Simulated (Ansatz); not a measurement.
KCoF$_{3}$: do energies and stresses tell the same story?

Method: Ansatz, DFT PBEsol, scalar-relativistic, plane waves, PAW.

Settings: cutoff 420 eV, Γ-centred mesh 10×10×10 on the computed 5-atom cell, Gaussian smearing of 0.10 eV; collinear spin from starting moments 0 2.8 0 0 0 μB.

Relaxed cell: Pm-3m, a = 4.031 Å, b = 4.031 Å, c = 4.031 Å, α = 90.00°, β = 90.00°, γ = 90.00°, 5 atoms in the primitive cell. Whether it is the stable form of this composition wasn't checked.

Energies at zero smearing and pressures from the stress tensor, at volumes with shape and atoms relaxed:
| V (Å³/atom) | E − E(first) (meV/atom) | P (GPa) |
| --- | --- | --- |
| 11.526 | 0.00 | 13.84 |
| 11.919 | -29.03 | 9.75 |
| 12.312 | -48.09 | 5.94 |
| 12.705 | -58.47 | 2.71 |
| 13.098 | -61.58 | -0.01 |
| 13.491 | -58.57 | -2.30 |
| 13.884 | -50.37 | -4.22 |
| 14.408 | -32.85 | -6.32 |

Task: Check P = −dE/dV between neighbouring volumes, and get the bulk modulus from the pressures alone.

Result: With 1 eV/Å³ = 160.2 GPa:
```tsv
middle V (Å³/atom)	−ΔE/ΔV (GPa)	mean P (GPa)
11.723	11.836	11.798
12.116	7.772	7.849
12.509	4.234	4.328
12.902	1.265	1.353
13.295	-1.224	-1.152
13.688	-3.344	-3.260
14.146	-5.359	-5.271
```

The two differ by 0.09 GPa at most. The mean of two end pressures misses the average over a step by about ΔV² P″/12, up to 0.06 GPa here; with that taken off 0.08 GPa remains, from the smearing term (the stress is the derivative of the free energy), the finite cutoff, the mesh or the relaxation's tolerance. Around V = 13.098 Å³/atom, the two neighbours give B = −V ΔP/ΔV = 13.098 × 5.01 / 0.786 = 83.5 GPa, against B0 = 83.2 GPa from the Birch–Murnaghan fit of the energies.

The cell holds one magnetic atom, so it can only be ferromagnetic; an antiferromagnetic order may lie lower.

Only this magnetic start was tried.

Cost: 9 runs of about 7.1 core-minutes in all, on Arm Neoverse V1 (shared hosts).